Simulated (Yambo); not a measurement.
LiO₂H₃ (space group P-1, No. 2, within 0.06 Å of C2/m): the exchange self-energy on PBEsol orbitals (Yambo, 4×2×2 mesh) holds the Coulomb divergence, which is integrated with random points (RandQpts).

```csv
random points,"exchange-only gap (-0.5, -0.5, -0.5) → Γ (eV)",shift of the valence edge (eV),gap against the reference (meV)
"1,000",15.41,-6.21,321
"10,000",15.07,-5.82,-21
"100,000",15.12,-5.88,29
"1,000,000",15.10,-5.86,9
"5,000,000",15.09,-5.85,reference
```

From 1,000,000 points on, the gap stays within 20 meV of the run with most points. The error is statistical; each row is a single draw, so the rows fix no rate of convergence.

Geometry of the Materials Project entry, not relaxed at this level; primitive cell a = 3.1279 Å, b = 5.5011 Å, c = 5.5089 Å, α = 96.15°, β = 103.63°, γ = 103.24°.

The structure is a Materials Project entry; no match was found in the copy of COD used, and its stability was not checked.

A shift is the quasiparticle energy of the state minus its PBEsol energy.

The distance between layers or molecules is the database entry's, not relaxed here. Functionals without dispersion can leave it too large, which widens gaps and weakens the response across layers: the numbers belong to this cell.
